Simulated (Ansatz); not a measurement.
The relaxed structure here is a generated cell of Co2Si: the first start was made by placing the elements on the sites of a structure type, and the end was not matched to a known phase here, so it may be hypothetical.

A relaxed structure of Co2Si. Space group P6₄22 (No. 181). Computed with r2SCAN (plane waves to 500 eV, PAW, scalar-relativistic; Ansatz, a program for electronic structure).

```cif
data_Co6Si3
_chemical_formula_sum 'Si3 Co6'
_space_group_name_H-M_alt 'P 1'
_space_group_IT_number 1
_cell_length_a 4.27929
_cell_length_b 4.27929
_cell_length_c 6.09859
_cell_angle_alpha 90.000
_cell_angle_beta 90.000
_cell_angle_gamma 120.000
loop_
_space_group_symop_operation_xyz
  'x, y, z'
loop_
_atom_site_label
_atom_site_type_symbol
_atom_site_fract_x
_atom_site_fract_y
_atom_site_fract_z
_atom_site_occupancy
Si1 Si 0.50000 0.00000 0.50000 1
Si2 Si 0.00000 0.50000 0.83333 1
Si3 Si 0.50000 0.50000 0.16667 1
Co1 Co 0.17352 0.34704 0.50000 1
Co2 Co 0.65296 0.82648 0.83333 1
Co3 Co 0.17352 0.82648 0.16667 1
Co4 Co 0.82648 0.65296 0.50000 1
Co5 Co 0.34704 0.17352 0.83333 1
Co6 Co 0.82648 0.17352 0.16667 1
```

Problem. What magnetic moment does r2SCAN give?

Solution. Net 0.81 μB/atom, ferromagnetic.

Spin state reached: ferromagnetic (net 0.81 μB/atom), from parallel starting moments; other spin orders were not run from this start. r2SCAN tends to overstate moments in metals.

The run could not lose the symmetry of its start, so the end can be a saddle point.
